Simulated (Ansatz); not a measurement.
Input:

BeTe (zinc blende, F-43m), a = 5.657 Å, b = 5.657 Å, c = 5.657 Å, α = 90.00°, β = 90.00°, γ = 90.00°; the cell used has 2 atoms.

This is the r²SCAN-relaxed structure.

### Question
All from r²SCAN (plane waves, PAW; program Ansatz), unless another level is named. Estimate the highest zone-centre frequency (without LO–TO term).

### Answer
455 cm⁻¹.

### Question
Give the Debye temperature from the elastic constants.

### Answer
340 K.

The r²SCAN relaxation kept the symmetry of its start; of distortions, only those at the zone centre were tested. The volume moved by 29 % from the start of the relaxation. Scalar-relativistic: spin–orbit coupling is off unless named, which matters more the heavier the elements.

Potentials: the later of the program's two PAW sets.
